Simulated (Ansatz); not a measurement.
The relaxed structure here is a generated cell of AlN: the first start was made by placing the elements on the sites of a structure type, and the end was not matched to a known phase here, so it may be hypothetical. Known forms of AlN include space group No. 186, 216.

The end point of a relaxation of AlN. These are PBE (plane waves to 420 eV, PAW, scalar-relativistic; Ansatz, a first-principles code) values and carry that method's errors.

```xyz
8
Lattice="3.0710 0.0000 0.0000 0.0000 5.2009 0.0000 0.0000 0.0000 5.6995" Properties=species:S:1:pos:R:3 pbc="T T T"
Al     1.5355     0.0000     0.0000
Al     1.5355     0.0000     2.8498
Al     0.0000     2.6004     1.4249
Al     0.0000     2.6004     4.2746
N      2.7088     1.3521     0.0000
N      0.3622     1.3521     2.8498
N      0.3622     3.8488     0.0000
N      2.7088     3.8488     2.8498
```

### Question
Determine the symmetry and give the standard cell with its independent sites.

### Answer
Space group Pccm (No. 49); a = 3.0710 Å, b = 5.2009 Å, c = 5.6995 Å, α = 90.00°, β = 90.00°, γ = 90.00°

```
atom  site  symmetry       x       y       z
----  ----  --------  ------  ------  ------
Al      2d     ..2/m  0.5000  0.0000  0.0000
Al      2g       222  0.0000  0.5000  0.2500
N       4q       ..m  0.1179  0.7400  0.0000
```

### Question
Give the shortest distances between elements (the closest pairs, up to four, under 3.6 Å).

### Answer
Al–N 1.79 Å; N–N 2.60 Å; Al–Al 2.85 Å.

```yaml
volume_per_atom: 11.38 Å³
band_gap: 0.31 eV, direct within 0.03 eV (at Γ) (no spin-orbit coupling)
smallest_direct_gap: 0.33 eV at Γ
```

No spin polarisation in the result.

The run could not lose the symmetry of its start, so the end can be a saddle point.

It was reached from a disturbed copy of a P4₂/mmc (No. 131) cell, against which it lies -0.07 eV/atom.
